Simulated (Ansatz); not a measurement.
Data:

Ga in space group Pm-3m (No. 221; Ga on 1b), a = 2.7229 Å, b = 2.7229 Å, c = 2.7229 Å, α = 90.00°, β = 90.00°, γ = 90.00°.

This is the PBE-relaxed structure.

Task: All from plane-wave PAW PBE (Ansatz code), unless another level is named. Predict the density of states at the Fermi level.

Result: 0.47 states/eV per atom (mean over ±0.08 eV).

Task: And the gap with spin–orbit coupling?

Result: none (metallic).

A made-up cell: these elements were put on the sites of a structure type; neither database checked (COD, Materials Project) lists it. It is not the phase usual at ambient conditions (space group No. 64). The PBE relaxation kept the symmetry of its start. At this level the phase is mechanically unstable. Spin–orbit coupling is left out wherever it is not named.

Potentials: the later of the program's two PAW sets.
